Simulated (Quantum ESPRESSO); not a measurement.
```
HgZnS2
1.0
    1.97527     1.14042     6.53981
   -1.97527     1.14042     6.53981
    0.00000    -2.28084     6.53981
S Zn Hg
2 1 1
Direct
  0.86902   0.86902   0.86902
  0.38349   0.38349   0.38349
  0.50090   0.50090   0.50090
  0.99660   0.99660   0.99660
```

Cell and atoms were relaxed with PBEsol from Materials Project entry mp-1215447, within its symmetry.

**Question.** What does norm-conserving PBEsol (Quantum ESPRESSO, 84 Ry, with spin-orbit coupling) give for the electronic structure near the Fermi level?

**Answer.** The PBEsol gap is direct, 0.35 eV at Γ. 

The structure is a Materials Project entry; no match was found in the copy of COD used, and its stability was not checked.
